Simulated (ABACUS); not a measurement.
Input and output of a self-consistent single point for FeSi₂ (Pmmm, 3 atoms in the cell; from COD 9014404, changed as shown) (ABACUS).

Computed with LDA (PW92), numerical atomic orbitals TZDP (confined pseudo-atomic orbitals with Gaussian additions; energy shift 0.003 Ry), PseudoDojo 0.4 standard norm-conserving LDA (tails mended) pseudopotentials (ABACUS 3.10.1).

The change in words: lattice vector b scaled by 0.99. Reference geometry (P4/mmm):
```
FeSi2
1.0
    2.68144     0.00000     0.00000
    0.00000     2.68144     0.00000
    0.00000     0.00000     5.11921
Fe Si
1 2
Direct
  0.50000   0.50000   0.00000
  0.00000   0.00000   0.27170
  0.00000   0.00000   0.72830
```
Starting moments (μB, in the order of the atoms Fe Si Si): 4.0 0.0 0.0.

Reference input (self-consistent single point, DFT, LDA (PW92), numerical atomic orbitals TZDP (confined pseudo-atomic orbitals with Gaussian additions; energy shift 0.003 Ry), PseudoDojo 0.4 standard norm-conserving LDA (tails mended) pseudopotentials): basis = TZDP numerical atomic orbitals, energy shift 0.003 Ry; KPT = Gamma 4 4 2 0 0 0; basis_type = lcao; dft_functional = PWLDA; ecutwfc = 100 Ry; smearing_method = mv; smearing_sigma = 0.00734986 Ry; nspin = 2; potentials = PseudoDojo 0.4 standard norm-conserving LDA (tails mended); symmetry = 1; symmetry_prec = 1e-05; nbands = 18. This run's input differs from it in these lines:

```diff
@@ -38,3 +38,3 @@
    0.9999999998    0.0000000000    0.0000000000
-   0.0000000000    0.9999999998    0.0000000000
+   0.0000000000    0.9900001565    0.0000000000
    0.0000000000    0.0000000000    1.9091242694
```

Output (repeated stretches shortened):

```
 SELF-CONSISTENT
 -------------------------------------------

                  longest orb rcut (Bohr) = 8.2
   longest nonlocal projector rcut (Bohr) = 1.94
                     search radius (Bohr) = 20.3

                          real space grid = [ 36, 32, 64 ]

                                 init_chg = atomic

 LCAO ALGORITHM --------------- ION=   1  ELEC=   1--------------------------------
          total magnetism (Bohr mag/cell) = 0.962821
       absolute magnetism (Bohr mag/cell) = 1.57954
                        nelec for spin up = 12.4814
                      nelec for spin down = 11.5186

 Density error is 0.16334694812
   [... lines left out ...]
 E_KohnSham     -267.6226469236      -3641.1929120035
 E_Fermi        1.0592087364         14.4112741858

 LCAO ALGORITHM --------------- ION=   1  ELEC=  20--------------------------------
          total magnetism (Bohr mag/cell) = 0.374448
       absolute magnetism (Bohr mag/cell) = 0.431554
                        nelec for spin up = 12.1872
                      nelec for spin down = 11.8128

 Density error is 7.54305883159e-08
 E_KohnSham     -267.6226469237      -3641.1929120044
 E_KS(sigma->0) -267.6225847079      -3641.1920655156
 E_entropy(-TS) -0.0001244315        -0.0016929775
 E_Fermi        1.0592087412         14.4112742520
 charge density convergence is achieved
 final etot is -3641.192912 eV
 EFERMI = 14.411274252 eV

 STATE ENERGY(eV) AND OCCUPATIONS    NSPIN == 2
SPIN UP :
   [... 15 lines left out ...]

SPIN DOWN :
   [... 15 lines left out ...]

-------------------------------------------------
 Total Magnetism (uB)
-------------------------------------------------
                        Fe1         0.3813366791
                        Si1        -0.0034445592
                        Si2        -0.0034445592
-------------------------------------------------

 TOTAL-FORCE (eV/Angstrom)
                       Fe1         0.0000000000         0.0000000000         0.0000000000
                       Si1         0.0000000000         0.0000000000        -0.1102346757
                       Si2         0.0000000000         0.0000000000         0.1102346757

 TOTAL-STRESS (KBAR)
        -7.1852662765         0.0000000000         0.0000000000
         0.0000000000        16.1921608582         0.0000000000
         0.0000000000         0.0000000000       -61.7091382486
 TOTAL-PRESSURE: -17.567415 KBAR

 --------------------------------------------
 !FINAL_ETOT_IS -3641.1929120043741932 eV
 --------------------------------------------
```

The run converged in 20 iterations. Against the reference run the free energy is nearly the same (within 1 meV/atom), the pressure goes from -3.59 to -1.76 GPa, the largest force goes from 0.160 to 0.110 eV/Å and the net moment stays at 0.12 μB/atom.

The atom-centred basis is finite, which shifts total energies, pressures and forces against plane waves. The run is spin-polarised and ends with a net moment of 0.37 μB in the cell. With one magnetic atom the cell allows parallel order alone; another order can lie lower. No clean gap shows at this smearing width and mesh (spacing up to 0.61 Å⁻¹); the mesh is coarse for partly filled bands, so the values carry mesh errors. Semi-local functionals can close small gaps.

Cost on one core: very roughly 4 core-minutes.

The atomic orbitals were generated for these runs; they are not ABACUS's published sets and were checked against plane waves on a few crystals only.

“Tails mended”: in these copies of the files the far tail of each local potential was reset to the Coulomb form.
